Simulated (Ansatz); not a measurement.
InP (zinc blende)

```xyz
2
Lattice="0.0000 2.9537 2.9537 2.9537 0.0000 2.9537 2.9537 2.9537 0.0000" Properties=species:S:1:pos:R:3 pbc="T T T"
P      4.4305     4.4305     4.4305
In     0.0000     0.0000     0.0000
```

Equation-of-state scan: isotropic scaling of the cell above, V₀ being its volume. Symmetry pins the atoms to their sites.

All values below come from r2SCAN (plane waves to 500 eV, PAW, scalar-relativistic; Ansatz, a first-principles code). k mesh 10×10×10 (Γ-centred), Fermi-Dirac smearing 0.05 eV. Stress and pressure are positive under compression. InP was relaxed with its symmetry unable to fall. The PAW data are Ansatz's earlier set.

At one point of the scan the stress tensor (GPa) is:

```
   11.6      0.0      0.0
    0.0     11.6      0.0
    0.0      0.0     11.6
```

Which point is it?
A. V/V₀ = 0.920
B. V/V₀ = 0.960
C. V/V₀ = 0.880
D. V/V₀ = 0.840

C, V/V₀ = 0.880

(Under strain, the slope of the energy per volume gives the stress and its curvature an elastic modulus.)
